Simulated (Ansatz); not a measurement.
## CdHg2Se3 under compression: one row to predict

The cell was found from a structure generator's guess, not taken from experiment.

The calculation used DFT PBE, scalar-relativistic, plane waves, PAW (Ansatz 0.2.0). Cutoff 420 eV, Γ-centred 8×8×4 mesh (6-atom cell), Gaussian smearing of 0.02 eV, no spin polarisation.

```
Cd Hg Se
1.0
     3.67626   -2.36645    0.00000
     3.67626    2.36645    0.00000
    -0.98607    0.00000   10.01521
Cd Hg Se
1 2 3
Direct
  0.36268 0.63732 0.00000
  0.99615 0.28203 0.67063
  0.71797 0.00385 0.32937
  0.51102 0.48898 0.50000
  0.94663 0.53445 0.15407
  0.46555 0.05337 0.84593
```

The cell was set to several volumes, with shape and atoms relaxed at each where symmetry leaves them free. Pressure is positive in compression, and energies count from the lowest row.

```tsv
row	V (Å³/atom)	P (GPa)	ΔE (meV/atom)	gap on mesh (eV)
1	25.558	2.55	22.1	0.68
2	26.429	1.60	11.1	0.75
3	27.300	?	?	?
4	28.172	0.42	1.1	0.90
5	29.043	-0.01	0.0	0.96
6	29.914	-0.27	0.6	1.02
7	30.786	-0.38	2.2	1.07
8	31.947	-0.44	5.2	1.13
```

Question: Find B = −V·ΔP/ΔV from rows 4 and 6 and from rows 1 and 2, and from the two its slope B′ and its value B0 at zero pressure.

Answer: Rows 4 and 6 give −(28.172 + 29.914)/2 × (-0.27 − (0.42))/(29.914 − 28.172) = 11.5 GPa at a mean pressure of 0.07 GPa. Rows 1 and 2 give −(25.558 + 26.429)/2 × (1.60 − (2.55))/(26.429 − 25.558) = 28.4 GPa at a mean pressure of 2.08 GPa. So B′ = (28.4 − 11.5)/(2.08 − (0.07)) = 8.41 and B0 = 11.5 − 8.41 × (0.07) = 10.9 GPa. A third-order Birch–Murnaghan fit to all the energies gives B0 = 9.5 GPa and B′ = 12.5.

Question: Estimate the pressure and energy of row 3.

Answer: From row 5, V0 = 29.043 × (1 + (-0.01)/10.9) = 29.016 Å³/atom. Murnaghan's form P = (B0/B′)·[(V0/V)^B′ − 1] gives (10.9/8.41) × [(29.016/27.300)^8.41 − 1] = 0.87 GPa; the computed pressure is 0.90 GPa, so the estimate is off by -0.03 GPa. The work of compression from row 4, with the mean of the two pressures, gives ΔE = 1.1 + (0.87 + 0.42)/2 × (28.172 − 27.300)/160.2 × 1000 = 4.6 meV/atom (1 eV/Å³ = 160.2 GPa); the computed value is 4.4 meV/atom.

Question: Fit the gap against pressure through the other rows and estimate it at the computed pressure of row 3.

Answer: Over the 7 rows the mean pressure is 0.4957 GPa and the mean gap is 0.930 eV. The sums of products of deviations are S_xx = 7.93 and S_xy = -1.104, so the slope is -1.104/7.93 = -0.1392 (r = -0.97, rms misfit 0.04 eV). At 0.90 GPa the line gives 0.930 + (-0.1392) × (0.90 − 0.4957) = 0.87 eV. The computed value is 0.82 eV, so the line is off by +0.05 eV, less than the largest miss among the fitted rows (0.07 eV). The rows follow a line poorly: the gap bends, or the lowest transition changes along the series.

Spin–orbit coupling, which can matter for Hg, is left out. Kohn–Sham gaps at this level usually fall short of measured ones. The missing spin–orbit coupling can work the other way here. All volumes keep the k mesh of the relaxed cell. A later test with randomly moved atoms came back to the same energy, though modes that don't fit the test's cell weren't probed.
